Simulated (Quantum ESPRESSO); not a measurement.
# ScTa3HfAg2Al: one run as intended and one with a planted mistake

Computed values, not a measurement. The program is pw.x of Quantum ESPRESSO 7.5 (plane-wave density functional theory). The cell is made up: eight metal atoms on a hexagonal close-packed lattice, with elements, volume, strain and displacements drawn at random and not relaxed, so it may be unstable or far from any real phase. PseudoDojo standard norm-conserving files set the functional (PBE unless stated); there is no spin polarisation or spin-orbit coupling, the Fermi-Dirac width of 0.25 eV means electrons at about 2900 K, and the masses in the input are unused placeholders. Heavy elements are run without spin-orbit coupling, which real alloys of them have. A spin test at this wide smearing found no moment, but such smearing suppresses magnetism that the real alloy may have.

Intended input:

```
&control calculation='scf', pseudo_dir='./dojo.nc.sr.pbe.v0_5.standard.upf', outdir='./o', disk_io='minimal', tprnfor=.true., tstress=.true. /
&system ibrav=0, nat=8, ntyp=5, nbnd=68, ecutwfc=82.02448710, nosym=.true., tot_charge=0,
 occupations='smearing', smearing='fd', degauss=0.0183746611
/
&electrons conv_thr=1.470e-08, electron_maxstep=70, mixing_beta=0.5 /
ATOMIC_SPECIES
Ag 1.0 Ag.upf
Al 1.0 Al.upf
Hf 1.0 Hf.upf
Sc 1.0 Sc.upf
Ta 1.0 Ta.upf
CELL_PARAMETERS angstrom
3.1473 -0.0692 5.0157
3.0156 0.0939 -4.936
-3.0601 5.2851 -0.1254
ATOMIC_POSITIONS angstrom
Sc 0.0056 0.0665 0.1962
Ta -1.5441 2.7598 -0.1199
Hf 2.9576 1.8012 -2.5767
Ag 1.4681 4.377 -2.5795
Ag 3.183 -0.0636 0.0293
Al 1.5258 2.6633 -0.0688
Ta 3.1393 1.8472 2.4804
Ta 1.7342 4.4611 2.4685
K_POINTS automatic
5 5 5 1 1 1
```

The log is shortened where brackets say so; the opening notice, blank lines, dates and the lines on written files are dropped, and the path of the files is cut. It prints rydbergs, bohrs and kilobars, and counts compression as positive stress. Its total energy is the free energy E - TS of the whole cell.

Log of the intended run:

```
     Program PWSCF v.7.5
     Parallel version (MPI & OpenMP), running on       4 processor cores
     Number of MPI processes:                 4
     Threads/MPI process:                     1
     [start-up lines left out]
     bravais-lattice index     =            0
     lattice parameter (alat)  =      11.1906  a.u.
     unit-cell volume          =    1095.7685 (a.u.)^3
     number of atoms/cell      =            8
     number of atomic types    =            5
     number of electrons       =       103.00
     number of Kohn-Sham states=           68
     kinetic-energy cutoff     =      82.0245  Ry
     charge density cutoff     =     328.0979  Ry
     scf convergence threshold =      1.5E-08
     mixing beta               =       0.5000
     number of iterations used =            8  plain     mixing
     Exchange-correlation= PBE
                           (   1   4   3   4   0   0   0)
     [axes and pseudopotential details left out]
   Cartesian axes
     site n.     atom                  positions (alat units)
         1        Sc     tau(   1) = (   0.0009457   0.0112297   0.0331319  )
         2        Ta     tau(   2) = (  -0.2607491   0.4660419  -0.0202473  )
         3        Hf     tau(   3) = (   0.4994440   0.3041651  -0.4351222  )
         4        Ag     tau(   4) = (   0.2479151   0.7391353  -0.4355950  )
         5        Ag     tau(   5) = (   0.5375069  -0.0107400   0.0049478  )
         6        Al     tau(   6) = (   0.2576588   0.4497462  -0.0116181  )
         7        Ta     tau(   7) = (   0.5301274   0.3119330   0.4188602  )
         8        Ta     tau(   8) = (   0.2928509   0.7533371   0.4168507  )
     number of k points=    63  Fermi-Dirac smearing, width (Ry)=  0.0184
                       cart. coord. in units 2pi/alat
        k(    1) = (   0.1912677   0.2228184   0.0011206), wk =   0.0320000
        k(    2) = (   0.1903239   0.4464527   0.0047983), wk =   0.0320000
     [further k points left out]
     Dense  grid:   110007 G-vectors     FFT dimensions: (  72,  64,  72)
     Estimated max dynamical RAM per process >     441.92 MB
     Estimated total dynamical RAM >       1.65 GB
     Initial potential from superposition of free atoms
     starting charge     102.9894, renormalised to     103.0000
     Starting wfcs are   74 randomized atomic wfcs
     total cpu time spent up to now is       10.0 secs
     per-process dynamical memory:   347.5 Mb
     Self-consistent Calculation
     iteration #  1     ecut=    82.02 Ry     beta= 0.50
     Davidson diagonalization with overlap
     ethr =  1.00E-02,  avg # of iterations =  2.5
     total cpu time spent up to now is       33.3 secs
     total energy              =   -1223.91621513 Ry
     estimated scf accuracy    <       1.74413714 Ry
     iteration #  2     ecut=    82.02 Ry     beta= 0.50
     Davidson diagonalization with overlap
     ethr =  1.69E-03,  avg # of iterations =  3.1
     total cpu time spent up to now is       58.7 secs
     total energy              =   -1224.56398939 Ry
     estimated scf accuracy    <       2.73308410 Ry
     [iterations 3 to 15 left out]
     iteration # 16     ecut=    82.02 Ry     beta= 0.50
     Davidson diagonalization with overlap
     ethr =  1.66E-11,  avg # of iterations =  2.0
     total cpu time spent up to now is      375.7 secs
     total energy              =   -1224.85245936 Ry
     estimated scf accuracy    <       0.00000002 Ry
     iteration # 17     ecut=    82.02 Ry     beta= 0.50
     Davidson diagonalization with overlap
     ethr =  1.66E-11,  avg # of iterations =  1.5
     total cpu time spent up to now is      395.1 secs
     End of self-consistent calculation
     [lines on levels left out]
!    total energy              =   -1224.85245936 Ry
     estimated scf accuracy    <          1.9E-09 Ry
     smearing contrib. (-TS)   =      -0.12180318 Ry
     internal energy E=F+TS    =   -1224.73065619 Ry
     The total energy is F=E-TS. E is the sum of the following terms:
     one-electron contribution =    -509.25205044 Ry
     hartree contribution      =     292.16999808 Ry
     xc contribution           =    -227.77839633 Ry
     ewald contribution        =    -779.87020749 Ry
     convergence has been achieved in  17 iterations
     Forces acting on atoms (cartesian axes, Ry/au):
     atom    1 type  4   force =     0.00969903   -0.01088420   -0.08386638
     atom    2 type  5   force =     0.00987227   -0.02328204   -0.02180797
     atom    3 type  3   force =     0.03640718    0.05717031    0.07491411
     atom    4 type  1   force =     0.02851362    0.02848267    0.01103894
     atom    5 type  1   force =    -0.00589201    0.01435727    0.01114711
     atom    6 type  2   force =     0.00115905   -0.00049195    0.00919242
     atom    7 type  5   force =    -0.02804018   -0.00736861   -0.01812301
     atom    8 type  5   force =    -0.05171896   -0.05798345    0.01750478
     Total force =     0.168157     Total SCF correction =     0.000114
     Computing stress (Cartesian axis) and pressure
          total   stress  (Ry/bohr**3)                   (kbar)     P=      -61.39
  -0.00049998   0.00008439  -0.00001289          -73.55       12.41       -1.90
   0.00008439  -0.00032434   0.00020631           12.41      -47.71       30.35
  -0.00001289   0.00020631  -0.00042773           -1.90       30.35      -62.92
     init_run     :      9.50s CPU      9.83s WALL (       1 calls)
     electrons    :    384.09s CPU    385.10s WALL (       1 calls)
     forces       :      3.61s CPU      3.64s WALL (       1 calls)
     stress       :     12.86s CPU     13.09s WALL (       1 calls)
     [timing details left out]
     PWSCF        :   6m50.24s CPU   6m51.87s WALL
     JOB DONE.
```

A second run has one planted mistake: the files are those of another functional. The input lines that differ:

```
- &control calculation='scf', pseudo_dir='./dojo.nc.sr.pbe.v0_5.standard.upf', outdir='./o', disk_io='minimal', tprnfor=.true., tstress=.true. /
+ &control calculation='scf', pseudo_dir='./dojo.nc.sr.pbesol.v0_4_1.standard.upf', outdir='./o', disk_io='minimal', tprnfor=.true., tstress=.true. /
```

Its log:

```
     Program PWSCF v.7.5
     Parallel version (MPI & OpenMP), running on       4 processor cores
     Number of MPI processes:                 4
     Threads/MPI process:                     1
     [start-up lines left out]
     bravais-lattice index     =            0
     lattice parameter (alat)  =      11.1906  a.u.
     unit-cell volume          =    1095.7685 (a.u.)^3
     number of atoms/cell      =            8
     number of atomic types    =            5
     number of electrons       =       103.00
     number of Kohn-Sham states=           68
     kinetic-energy cutoff     =      82.0245  Ry
     charge density cutoff     =     328.0979  Ry
     scf convergence threshold =      1.5E-08
     mixing beta               =       0.5000
     number of iterations used =            8  plain     mixing
     Exchange-correlation= PBESOL
                           (   1   4  10   8   0   0   0)
     [axes and pseudopotential details left out]
   Cartesian axes
     site n.     atom                  positions (alat units)
         1        Sc     tau(   1) = (   0.0009457   0.0112297   0.0331319  )
         2        Ta     tau(   2) = (  -0.2607491   0.4660419  -0.0202473  )
         3        Hf     tau(   3) = (   0.4994440   0.3041651  -0.4351222  )
         4        Ag     tau(   4) = (   0.2479151   0.7391353  -0.4355950  )
         5        Ag     tau(   5) = (   0.5375069  -0.0107400   0.0049478  )
         6        Al     tau(   6) = (   0.2576588   0.4497462  -0.0116181  )
         7        Ta     tau(   7) = (   0.5301274   0.3119330   0.4188602  )
         8        Ta     tau(   8) = (   0.2928509   0.7533371   0.4168507  )
     number of k points=    63  Fermi-Dirac smearing, width (Ry)=  0.0184
                       cart. coord. in units 2pi/alat
        k(    1) = (   0.1912677   0.2228184   0.0011206), wk =   0.0320000
        k(    2) = (   0.1903239   0.4464527   0.0047983), wk =   0.0320000
     [further k points left out]
     Dense  grid:   110007 G-vectors     FFT dimensions: (  72,  64,  72)
     Estimated max dynamical RAM per process >     441.92 MB
     Estimated total dynamical RAM >       1.65 GB
     Initial potential from superposition of free atoms
     starting charge     102.9902, renormalised to     103.0000
     Starting wfcs are   74 randomized atomic wfcs
     total cpu time spent up to now is       11.3 secs
     per-process dynamical memory:   347.5 Mb
     Self-consistent Calculation
     iteration #  1     ecut=    82.02 Ry     beta= 0.50
     Davidson diagonalization with overlap
     ethr =  1.00E-02,  avg # of iterations =  2.4
     total cpu time spent up to now is       37.6 secs
     total energy              =   -1223.01136162 Ry
     estimated scf accuracy    <       1.86273995 Ry
     iteration #  2     ecut=    82.02 Ry     beta= 0.50
     Davidson diagonalization with overlap
     ethr =  1.81E-03,  avg # of iterations =  3.1
     total cpu time spent up to now is       63.9 secs
     total energy              =   -1223.71061987 Ry
     estimated scf accuracy    <       2.96879678 Ry
     [iterations 3 to 15 left out]
     iteration # 16     ecut=    82.02 Ry     beta= 0.50
     Davidson diagonalization with overlap
     ethr =  2.01E-11,  avg # of iterations =  2.1
     total cpu time spent up to now is      388.3 secs
     total energy              =   -1224.01769013 Ry
     estimated scf accuracy    <       0.00000002 Ry
     iteration # 17     ecut=    82.02 Ry     beta= 0.50
     Davidson diagonalization with overlap
     ethr =  2.01E-11,  avg # of iterations =  1.7
     total cpu time spent up to now is      408.1 secs
     End of self-consistent calculation
     [lines on levels left out]
!    total energy              =   -1224.01769013 Ry
     estimated scf accuracy    <          1.7E-09 Ry
     smearing contrib. (-TS)   =      -0.12225964 Ry
     internal energy E=F+TS    =   -1223.89543049 Ry
     The total energy is F=E-TS. E is the sum of the following terms:
     one-electron contribution =    -509.72400152 Ry
     hartree contribution      =     291.76087261 Ry
     xc contribution           =    -226.06209409 Ry
     ewald contribution        =    -779.87020749 Ry
     convergence has been achieved in  17 iterations
     Forces acting on atoms (cartesian axes, Ry/au):
     atom    1 type  4   force =     0.00899873   -0.01097662   -0.07933624
     atom    2 type  5   force =     0.01152401   -0.02135591   -0.02018820
     atom    3 type  3   force =     0.03291474    0.05390335    0.07292186
     atom    4 type  1   force =     0.02390650    0.02548013    0.00852104
     atom    5 type  1   force =    -0.00606785    0.01236063    0.01010301
     atom    6 type  2   force =     0.00050395    0.00067579    0.00823327
     atom    7 type  5   force =    -0.02567129   -0.00404345   -0.01894932
     atom    8 type  5   force =    -0.04610880   -0.05604394    0.01869457
     Total force =     0.158440     Total SCF correction =     0.000098
     Computing stress (Cartesian axis) and pressure
          total   stress  (Ry/bohr**3)                   (kbar)     P=     -105.28
  -0.00079276   0.00008429  -0.00001086         -116.62       12.40       -1.60
   0.00008429  -0.00063064   0.00020370           12.40      -92.77       29.97
  -0.00001086   0.00020370  -0.00072370           -1.60       29.97     -106.46
     init_run     :     10.67s CPU     11.04s WALL (       1 calls)
     electrons    :    395.82s CPU    396.85s WALL (       1 calls)
     forces       :      3.68s CPU      3.71s WALL (       1 calls)
     stress       :     12.84s CPU     13.11s WALL (       1 calls)
     [timing details left out]
     PWSCF        :   7m 3.28s CPU   7m 5.01s WALL
     JOB DONE.
```

|  | intended run | run with the mistake |
| --- | --- | --- |
| free energy (eV) | -16664.967 | -16653.609 |
| entropy term -TS, part of it (eV) | -1.657 | -1.663 |
| pressure (GPa) | -6.14 | -10.53 |
| size of the largest force component (eV/Å) | 2.156 | 2.040 |
| largest change of a force component (eV/Å) |  | 0.144 |
| iterations | 17 | 17 |

For scale, a rerun of the intended cell at a higher cutoff and on a denser mesh moved values by no more than 0.003 eV in energy, 0.04 GPa in stress and 0.003 eV/Å in force, and a second program with other atomic files agreed on that cell to 2 % rms in force and 0.5 GPa in pressure. Files of another functional or element have another zero of energy, so the energy change says nothing on stability.